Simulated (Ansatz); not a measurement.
An Ansatz input:

```yaml
crystal:
  lattice:
    - [4.959407163, 0.0, 0.0]
    - [-2.4797035815, 4.2949725909, 0.0]
    - [0.0, 0.0, 3.0401165909]
  atoms:
    - { symbol: Cd, position: [0.0, 0.0, 0.0] }
    - { symbol: Cd, position: [0.3333333333, 0.6666666667, 0.5] }
    - { symbol: Cd, position: [0.6666666667, 0.3333333333, 0.5] }
hamiltonian:
  xc: r2scan
  pseudopotentials:
    kind: paw
    azcp:
      Cd: "pseudopotentials/Cd.paw.azcp"
basis:
  ecutwfc: 500
  fft_grid_basis: typed
kpoints:
  mp_grid: { grid: [7, 7, 10], shift: [0, 0, 0] }
magnetization:
  spin_polarized: false
scf:
  occupations: { method: fermi_dirac, width: 0.1 }
relax:
  max_steps: 60
  f_tol: 0.01
  cell: {}
```

and its output:

```
Engine: ansatz 0.2.0, x86_64-unknown-linux-gnu
Pseudopotentials: kind: paw
Pseudopotential: Cd, paw, valence charge 20, recommended cutoff 500 eV (meta_gga) 
Functional definition: r2SCAN
  parameter k0 = 0.174
  parameter k1 = 0.065
  parameter a1 = 4.9479
  exchange = r2scan_x(k0 = k0, k1 = k1, a1 = a1)
  correlation = r2scan_c
Crystal: 3 atoms, lattice volume = 64.756 Å³
Basis set: ecut = 500 eV, 1661 PW (Γ), exchange–correlation on 160×160×96 points (64 copies of the dense FFT grid, shifted against one another)
Bands: 36, of which v1, the nominal top of the filled ones, is band 30 counted from 1 (29 counted from 0)
Symmetry: 24 space group operations
Space group: P6/mmm (ITA 191), of the structure as read, at distance tolerance 4.0e-5 Å
k-points: 48 of 490
Non-local potential: Cd, projectors of the file, l = 0: 3, l = 1: 2, l = 2: 2, l = 3: 1
PAW form: soft (Blöchl's): semilocal exchange-correlation on the pseudo side does not see the compensation charge
PAW frozen core: Cd, regenerated for the run's functional (the file was generated under x = pbe(κ = 0.804, μ = 0.2195149727645171), c = pbe(β = 0.06672455060314922))
PAW one-centre angular grid: Cd, 590 points (default); XC on 160 Gauss nodes
Initial density: superposition of atomic densities (neutral atoms: chi_scale 0, normalization atom), corrected by the library's trained network
Initial wavefunctions: pseudopotential atomic-orbital guess
Functional: x = r2scan, c = r2scan; τ floored in thin density (d = 2e-4 eV/Å³)
SCF iter   1: F=—  HF=-24804.273939 eV  |F-HF|=—  |Δ(HF+E_count)|=         —  Δρ=6.39e-3  dr2=1.56e-2  dr2_τ=1.68e-2  ethr=1.77e-3  ⟨swp⟩=5.8  Hψ=6189  notcnv=0  defer=8
SCF iter   2: F=—  HF=-24804.277957 eV  |F-HF|=—  |Δ(HF+E_count)|=   4.02e-3  Δρ=3.77e-3  dr2=5.26e-3  dr2_τ=7.52e-4  ethr=2.59e-5  ⟨swp⟩=2.0  Hψ=2283  notcnv=0  defer=12
SCF iter   3: F=—  HF=-24804.277544 eV  |F-HF|=—  |Δ(HF+E_count)|=   4.13e-4  Δρ=5.10e-4  dr2=1.25e-4  dr2_τ=8.18e-6  ethr=8.77e-6  ⟨swp⟩=2.0  Hψ=2554  notcnv=0  defer=12
SCF iter   4: F=—  HF=-24804.277717 eV  |F-HF|=—  |Δ(HF+E_count)|=   1.73e-4  Δρ=1.45e-4  dr2=2.17e-5  dr2_τ=7.91e-7  ethr=2.08e-7  ⟨swp⟩=2.0  Hψ=2582  notcnv=0  defer=12
SCF iter   5: F=—  HF=-24804.277716 eV  |F-HF|=—  |Δ(HF+E_count)|=   1.24e-6  Δρ=7.71e-5  dr2=3.80e-6  dr2_τ=8.94e-8  ethr=3.62e-8  ⟨swp⟩=2.0  Hψ=2560  notcnv=0  defer=12
SCF iter   6: F=—  HF=-24804.277717 eV  |F-HF|=—  |Δ(HF+E_count)|=   1.58e-6  Δρ=2.36e-5  dr2=4.16e-7  dr2_τ=2.33e-8  ethr=6.34e-9  ⟨swp⟩=2.0  Hψ=2924  notcnv=0  defer=12
SCF iter   7: F=-24804.277718 eV  HF=-24804.277718 eV  |F-HF|=3.01e-8  |Δ(HF+E_count)|=   2.50e-7  Δρ=5.21e-6  dr2=7.60e-9  dr2_τ=1.25e-9  ethr=1.67e-10  ⟨swp⟩=4.1  Hψ=5641  notcnv=0
...
Initial wavefunctions: pseudopotential atomic-orbital guess (no wavefunctions were taken with the density)
iter 1 solved again at ethr=6.74e-9 eV; its pass at ethr=3.10e-3 eV (dr2=4.04e-6 eV) is discarded
SCF iter   1: F=—  HF=-24804.293535 eV  |F-HF|=—  |Δ(HF+E_count)|=         —  Δρ=1.08e-4  dr2=1.03e-6  dr2_τ=1.28e-5  ethr=6.74e-9  ⟨swp⟩=3.2  Hψ=10615  notcnv=0
SCF iter   2: F=—  HF=-24804.293539 eV  |F-HF|=—  |Δ(HF+E_count)|=   3.96e-6  Δρ=5.71e-5  dr2=2.95e-7  dr2_τ=2.80e-7  ethr=1.72e-9  ⟨swp⟩=2.2  Hψ=2726  notcnv=0
SCF iter   3: F=—  HF=-24804.293540 eV  |F-HF|=—  |Δ(HF+E_count)|=   8.92e-7  Δρ=5.95e-6  dr2=7.03e-9  dr2_τ=4.96e-9  ethr=4.92e-10  ⟨swp⟩=2.0  Hψ=2586  notcnv=0
SCF iter   4: F=—  HF=-24804.293540 eV  |F-HF|=—  |Δ(HF+E_count)|=   1.54e-8  Δρ=1.29e-6  dr2=1.40e-9  dr2_τ=6.02e-11  ethr=1.17e-11  ⟨swp⟩=2.0  Hψ=2708  notcnv=0
SCF iter   5: F=—  HF=-24804.293540 eV  |F-HF|=—  |Δ(HF+E_count)|=  9.79e-10  Δρ=4.98e-7  dr2=1.63e-10  dr2_τ=1.21e-11  ethr=2.33e-12  ⟨swp⟩=2.0  Hψ=2596  notcnv=0
SCF iter   6: F=-24804.293540 eV  HF=-24804.293540 eV  |F-HF|=1.82e-11  |Δ(HF+E_count)|=  2.62e-10  Δρ=8.25e-8  dr2=5.75e-12  dr2_τ=7.09e-13  ethr=1.00e-12  ⟨swp⟩=5.6  Hψ=7171  notcnv=0
SCF 6 converged in 6 iterations: F = -24804.293540 eV  dr2 = 5.75e-12
relax step   6: F+E_penalty+E_count = -24804.29353985 eV  Δ(F+E_penalty+E_count) = -1.702e-3 eV  max|allowed force component| = 1.388e-17 eV/Å  Δτ_max = 0.0000 Å  P = +0.011 GPa  Ω = 67.116 Å³  stress off target by 2.32e-2 GPa  SCF on the basis re-selected at this cell (its energy is not comparable with the rows above)  (6 SCF iters)
basis re-selected at this cell: Δ(F+E_penalty+E_count) = -1.702e-3 eV, ΔP = +0.017 GPa vs the last step (what re-selecting the basis moved, of the pressure what is left beyond the Pulay correction that the steps carried, after the strain that the cell walked since its last selection, with what the two solves' SCF thresholds leave and, on support functions, any second-order correction that the steps lacked; it is no measure of the basis error at this ecutwfc). This SCF's stress stands 2.32e-2 GPa from its target on what of the cell is left free (relax.cell.stress_tol is 5.00e-2 GPa) and its largest allowed force component is 1.39e-17 eV/Å (relax.f_tol is 1.00e-2 eV/Å): within both
SCF converged after 6 iterations
Free energy (F): -24804.293540 eV
Harris-Foulkes:  -24804.293540 eV  (|F-HF|=1.82e-11)
Internal energy: -24804.260618 eV  (E = F + TS)
E sigma→0 (E₀):  -24804.277079 eV
Entropy (-TS):   -0.032922 eV (-10.974 meV/atom)
Fermi energy:    14.021446 eV
--- Per-component energies (eV) ---
  E_band       = -1290.046251
  E_kinetic    = 1516.576558
  E_local      = -8970.106101  (includes V_loc(G=0)·N_el)
  E_nonlocal   = 98.564470
  E_hartree    = 4214.746533
  E_xc         = -506.208187
  E_vxc        = -740.624810  (∫ρ·V_xc dr)
  E_paw        = -12313.822562  (= ΣΔE_a)
  E_vpaw       = -1676.840052  (= ΣTr[D̂ρ^β])
  E_aug_tail   = 0.000017  (compensation charges beyond the density's cutoff)
  E_vtau       = 52.890623  (kinetic-family band-sum trace: ∫τ·v_τ [+ j·A + Jᵃ·Aᵃ] dr)
  E_ewald      = -8842.317033
  E_core_change = -1.694312  (= ΣΔE_core)
  E_smearing   = -0.032922  (= −TS)
  E_closure    = 0.000000  (closes the sum)
  Σ components = -24804.293540   (vs F -24804.293540, Δ=0.00e0)
--- Forces (eV/Å), atoms counted from 1 ---
  atom   1  Cd     0.00000000     0.00000000     0.00000000
  atom   2  Cd     0.00000000    -0.00000000     0.00000000
  atom   3  Cd    -0.00000000     0.00000000     0.00000000
  max |Σ_I F_I| component: 1.16e-18 eV/Å
--- Stress (GPa, compression-positive) ---
        0.023188       0.000000       0.000000
        0.000000       0.023188       0.000000
        0.000000       0.000000      -0.011944
  P = ⅓ Tr σ = 0.0115 GPa (0.115 kbar)
--- Relaxed structure (5 steps of the walk, 5 accepted, 1 SCFs on fresh bases) ---
  F+E_penalty+E_count = -24804.29353985 eV   max|allowed force component| = 1.388e-17 eV/Å   (the final SCF, on the basis selected at the relaxed cell)
  cell:  # Å, volume = 67.1156 Å³
    - [5.050438438840977, 0.0, 0.0]
    - [-2.5252192194204883, 4.373807988285707, 0.0]
    - [0.0, 0.0, 3.0383264533693946]
  atoms:
    - { symbol: Cd, position: [-5.312689749849648e-35, -1.3316751880748786e-85, 0.0] }
    - { symbol: Cd, position: [0.33333333333333337, 0.6666666666666667, 0.5] }
    - { symbol: Cd, position: [0.6666666666666667, 0.33333333333333337, 0.5] }
```

Launched by

```sh
ansatz run input.yaml --threads 1 --pin off --max-ram 3584MiB --backend cpu --events-out ev --progress --plain --runs-dir out
```

On 1 thread of Intel(R) Xeon(R) Platinum 8259CL CPU @ 2.50GHz (Skylake/Cascade Lake) (shared host) this took about 86 s of wall time and 78 s of CPU time.
